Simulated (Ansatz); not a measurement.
**Optical constants of ZrPb**

Theory: DFT LDA, scalar-relativistic, plane waves, PAW (Ansatz 0.2.0). Plane waves to 420 eV; Γ-centred k mesh 12×12×12; Fermi-Dirac smearing of 0.15 eV. No spin polarisation.

Relaxed structure:
```
CELL_PARAMETERS angstrom
3.32920 0.00000 0.00000
0.00000 3.32920 0.00000
0.00000 0.00000 3.32920
ATOMIC_POSITIONS crystal
Zr 0.00000 0.00000 0.00000
Pb 0.50000 0.50000 0.50000
```

The cell is the ideal cubic caesium chloride prototype; whether it is the stable structure of this composition wasn't checked. In a metal these results depend on the k mesh and the smearing. Spin–orbit coupling is left out, which matters for heavy elements.

Independent-particle response (no local fields, no excitons) on a 20×20×20 mesh, broadened by 0.1 eV; the Drude term is undamped and its weight carries the smearing above, which sets much of it in a semimetal. The run couldn't bound its error over part or most of this range, so small peaks and near ties are unsure. Light polarised along x. ε₁ lacks the small share of bands above those solved.

(1) Tabulate n, κ, the reflectivity and the absorption coefficient against photon energy.

(2) Where is the highest local maximum of ε₂ between 0.3 and 12 eV?

Results:

(1)
| E (eV) | n | κ | R | α (10⁵ cm⁻¹) |
| --- | --- | --- | --- | --- |
| 0.1 | 0.74 | 67.86 | 1.00 | 6.88 |
| 0.5 | 2.34 | 13.07 | 0.95 | 6.62 |
| 0.9 | 2.26 | 8.06 | 0.88 | 7.36 |
| 1.3 | 1.79 | 4.85 | 0.77 | 6.39 |
| 1.7 | 2.79 | 3.44 | 0.57 | 5.93 |
| 2.1 | 2.78 | 3.63 | 0.60 | 7.73 |
| 2.5 | 2.39 | 3.08 | 0.54 | 7.81 |
| 2.9 | 2.58 | 2.76 | 0.50 | 8.11 |
| 3.3 | 2.36 | 2.68 | 0.49 | 8.96 |
| 3.7 | 2.55 | 2.41 | 0.45 | 9.03 |
| 4.1 | 2.80 | 2.69 | 0.48 | 11.18 |
| 4.5 | 2.26 | 3.12 | 0.56 | 14.21 |
| 4.9 | 1.84 | 2.87 | 0.55 | 14.23 |
| 5.3 | 1.23 | 2.42 | 0.55 | 13.00 |
| 5.7 | 1.62 | 1.67 | 0.33 | 9.64 |
| 6.1 | 1.79 | 2.17 | 0.43 | 13.41 |
| 6.5 | 1.89 | 2.10 | 0.41 | 13.82 |
| 6.9 | 1.84 | 2.02 | 0.39 | 14.10 |
| 7.3 | 1.76 | 2.28 | 0.45 | 16.90 |
| 7.7 | 1.26 | 2.51 | 0.56 | 19.59 |
| 8.1 | 1.11 | 2.10 | 0.50 | 17.23 |
| 8.5 | 1.16 | 2.01 | 0.47 | 17.31 |
| 8.9 | 1.10 | 2.06 | 0.49 | 18.60 |
| 9.3 | 1.13 | 1.86 | 0.43 | 17.51 |
| 9.7 | 1.08 | 1.89 | 0.45 | 18.57 |
| 10.1 | 1.10 | 2.04 | 0.49 | 20.87 |
| 10.5 | 0.77 | 2.03 | 0.58 | 21.64 |
| 10.9 | 0.66 | 1.83 | 0.57 | 20.27 |
| 11.3 | 0.58 | 1.78 | 0.59 | 20.41 |
| 11.7 | 0.51 | 1.69 | 0.60 | 20.00 |

(2) At 1.9 eV, where ε₂ = 21.4.

Cost: 1 run of about 1.9 core-minutes, on Intel Xeon Processor @ 2.50GHz (Skylake/Cascade Lake) (shared hosts).